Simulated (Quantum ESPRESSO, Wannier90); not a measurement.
## Si (diamond), plane waves to Wannier functions

```
CELL_PARAMETERS angstrom
      0.00000     2.72185     2.72185
      2.72185     0.00000     2.72185
      2.72185     2.72185     0.00000
ATOMIC_POSITIONS crystal
  Si 0.75000 0.75000 0.75000
  Si 0.50000 0.50000 0.50000
```

Materials Project entry mp-149; symmetrised, unrelaxed at this level. This is the element's usual structure. Level: PBEsol, no spin polarisation, no spin-orbit coupling; pw.x of Quantum ESPRESSO at 29 Ry with PseudoDojo potentials, 10×10×10 k-points, Wannier90. Density: 10×10×10 mesh, cold smearing 0.01 Ry.

The plane-wave run has 15 bands and 8 electrons a cell. On the energy scale of pw.x, whose zero is arbitrary, the valence-band maximum lies at 6.11 eV.

Isolated groups of bands, relative to the valence-band maximum (bands from 5 on overlap up to the last one computed):

```
bands  from (eV)  to (eV)  filling  weight on atomic waves
-----  ---------  -------  -------  ----------------------
1–4       -11.94     0.00   filled  Si 3p 70 %, Si 3s 29 %
```

Input w.win, without the blocks of cell, atoms and k-points (1000 lines):

```
num_bands = 15
num_wann = 8
num_iter = 800
conv_tol = 1.0e-6
conv_window = 4
dis_num_iter = 1000
dis_conv_tol = 1.0e-6
dis_froz_max = 8.08
dis_win_max = 15.09
write_hr = true
write_u_matrices = true
begin projections
Si: s;p
end projections
mp_grid = 10 10 10
```

wannier90.x stops with:
```
dis_windows: Energy window contains fewer states than number of target WFs
```
At some k-point the outer window holds fewer bands than num_wann, so no subspace of that size can be extracted. Mended as below, all else unchanged, the run goes through (Ω_I = 12.1 Å²) and follows the plane-wave bands to 16 meV rms (states up to 1.5 eV relative to the valence-band maximum).
Remove the line dis_win_max = 15.09.
